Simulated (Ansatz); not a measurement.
The elements of this relaxed trial crystal are hidden behind letters.

```
lattice vectors (Å)
   6.4140    0.0000    0.0000
  -3.2070    5.5547    0.0000
   0.0000    0.0000    3.9036
fractional positions
X 0.0000 0.0000 0.0000
Z 0.5000 0.0000 0.5000
Z 0.5000 0.5000 0.5000
Z 0.0000 0.5000 0.5000
Q 0.3333 0.6667 0.0000
Q 0.6667 0.3333 0.0000
```

All numbers below come from DFT PBE, scalar-relativistic, plane waves, PAW (Ansatz 0.2.0). The final run on the 6-atom cell used 420 eV, a Γ-centred 6×6×10 mesh, 0.10 eV smearing and no spin polarisation.

| Property | Result |
| --- | --- |
| Space group | P6/mmm (No. 191) |
| Conventional cell | a = 6.414 Å, c = 3.904 Å |
| Volume per atom | 23.18 Å³ |
| Density | 8.27 g/cm³ |
| Energy over the elements | −0.35 eV/atom |
| Gap on the 6×6×10 mesh of the 6-atom cell | 0 eV (a metal) |

Energies are uncorrected and count from the elements' standard states at the same level.

**Question.** X is an s-block element of period 2, Z is a d-block element of period 6 and Q is a p-block element of period 4. Which elements are they?

**Answer.** X = Li, Z = Hf, Q = As, so the formula is LiHf3As2. Density times volume gives a mean mass of 8.27 × 23.18/1.6605 = 115.4 u per atom, and this set has 115.4 u. Around Li lie 6 As at 3.70 Å, 12 Hf at 3.75 Å and 2 Li at 3.90 Å; Hf is surrounded by 4 As at 2.69 Å, 4 Hf at 3.21 Å and 4 Li at 3.75 Å; around As lie 6 Hf at 2.69 Å, 3 Li at 3.70 Å and 5 As at 3.70–3.90 Å. Other sets within the hints have nearly the same mass, so mass alone doesn't settle it; this one was computed.

These runs have no spin–orbit coupling, which can matter for Hf. The cell is a metal run without spin; a magnetic state may lie lower. A structure relaxed within its symmetry needn't be a true minimum.
